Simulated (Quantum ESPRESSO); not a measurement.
One change at a time to CuIn3Mo3Ru

All numbers below are calculated, not measured. They come from Quantum ESPRESSO 7.5, a public plane-wave density functional program. Each row is one single-point run on a made-up periodic cell of eight metal atoms, with elements, volume, strain and displacements drawn at random and not relaxed, so a cell may be unstable or far from any real phase. There is no spin polarisation or spin-orbit coupling.

Settings: PBE unless stated; PseudoDojo standard norm-conserving files; Fermi-Dirac width 0.25 eV, which means electrons at about 2900 K; cutoff 1252 eV; 9 x 5 x 3 k mesh shifted half a step off Gamma. E is the free energy of the whole cell (internal energy minus TS), so a -TS column is already part of it. Stress is positive in tension, and the pressure P is minus a third of its trace.

Checks: one run of this series was repeated at a higher cutoff and on a denser mesh, which moved values by no more than 0.004 eV, 0.05 GPa and 0.010 eV/Å, and a second program with other atomic files agreed on it to 2 % rms in force and 0.5 GPa in pressure. Known limits: the copper pseudopotential is less sure than most, with forces differing by about three percent and pressure by about two GPa from a second method on plain copper; heavy elements are run without spin-orbit coupling, which real alloys of them have; a spin test at this wide smearing found no moment, but such smearing suppresses magnetism that the real alloy may have.

The lattice is hexagonal close-packed, and the cell vectors in Å are (2.804, -0.049, -0.015); (1.468, -2.467, -4.669); (1.300, 7.211, -4.620), a volume of 126.10 Å³ in run 1. The elements on sites 1 to 8 are In In Mo In Ru Mo Mo Cu. Each later run makes one change to run 1 and keeps the rest. E is counted from run 1, and is n/a where other atomic files have another zero of energy.

| run | change | V (Å³) | P (GPa) | -TS (eV) | rms force (eV/Å) | largest change of a force component (eV/Å) | E (eV) |
|---|---|---|---|---|---|---|---|
| 1 | none | 126.10 | 21.05 | -1.445 | 0.874 | 0.000 | 0.000 |
| 2 | sites 1 and 3 exchanged | 126.10 | 20.75 | -1.303 | 1.306 | 2.841 | 0.103 |
| 3 | all lengths scaled by -1.60 % | 120.14 | 33.78 | -1.378 | 1.057 | 0.497 | ? |
| 4 | PBEsol in place of PBE | 126.10 | 13.74 | -1.445 | 0.830 | 0.131 | n/a |
| 5 | Ir on site 1 | 126.10 | 10.25 | -1.531 | 0.849 | 1.680 | n/a |
| 6 | site 4 moved by -0.09 Å along x | 126.10 | 20.96 | -1.445 | 0.857 | 0.311 | -0.018 |

## Worked estimate

Along a uniform scaling dE = -P dV. The mean of the two pressures is 27.415 GPa and the volume changes by -5.96 Å³, with 160.2 GPa to one eV/Å³. The same two rows give -V dP/dV = 263 GPa for this cell with clamped atoms, which is not the bulk modulus of a real alloy.

## Withheld value

Question: what E should run 3 give?

The estimate is 1.020 eV. The calculation gave 1.010 eV. The mean of two end points misses the curvature of P, and the finite cutoff adds a little.
